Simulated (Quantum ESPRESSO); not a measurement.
```yaml
crystal:
  lattice:
    - [5.09418, 0.00000, 0.00000]
    - [0.00000, 5.15064, 0.00000]
    - [-0.87617, 0.00000, 5.20295]
  atoms:
    - { symbol: Hf, position: [0.27614, 0.45806, 0.70791] }
    - { symbol: Hf, position: [0.72386, 0.54194, 0.29209] }
    - { symbol: Hf, position: [0.72386, 0.95806, 0.79209] }
    - { symbol: Hf, position: [0.27614, 0.04194, 0.20791] }
    - { symbol: O, position: [0.44800, 0.74253, 0.97858] }
    - { symbol: O, position: [0.55200, 0.25747, 0.02142] }
    - { symbol: O, position: [0.55200, 0.24253, 0.52142] }
    - { symbol: O, position: [0.44800, 0.75747, 0.47858] }
    - { symbol: O, position: [0.06836, 0.33076, 0.34625] }
    - { symbol: O, position: [0.93164, 0.66924, 0.65375] }
    - { symbol: O, position: [0.93164, 0.83076, 0.15375] }
    - { symbol: O, position: [0.06836, 0.16924, 0.84625] }
```
The geometry is a computed Materials Project entry, not a measured one. It is HfO2 in P2₁/c. Stability against distortions was not tested. The run has no spin polarisation.

A lattice sum over point charges, one formal value an element (Hf +4, O -2), with no Sternheimer factor, costs far less than a self-consistent run. Taken along the main axis of each site's self-consistent tensor, it gives:

```tsv
site	V along that axis, point charges (a.u.)
Hf (atoms 1, 2, 3, 4)	0.011
O1 (atoms 5, 6, 7, 8)	0.004
```

Q: How do the values of a PBE PAW density (pw.x of a modified build of Quantum ESPRESSO, JTH datasets) with the all-electron reconstruction of Petrilli and co-workers compare?

A: 
```tsv
site	Vzz, PAW (a.u.)	PAW over point charges
Hf	1.153	100
O1	0.115	27
```
  Cores are frozen. Against all-electron runs on small test molecules, this scheme's |Vzz| missed by −2 to +6 % on O. Hf had no test against all-electron runs. Spin–orbit coupling is left out, a limit on Hf.
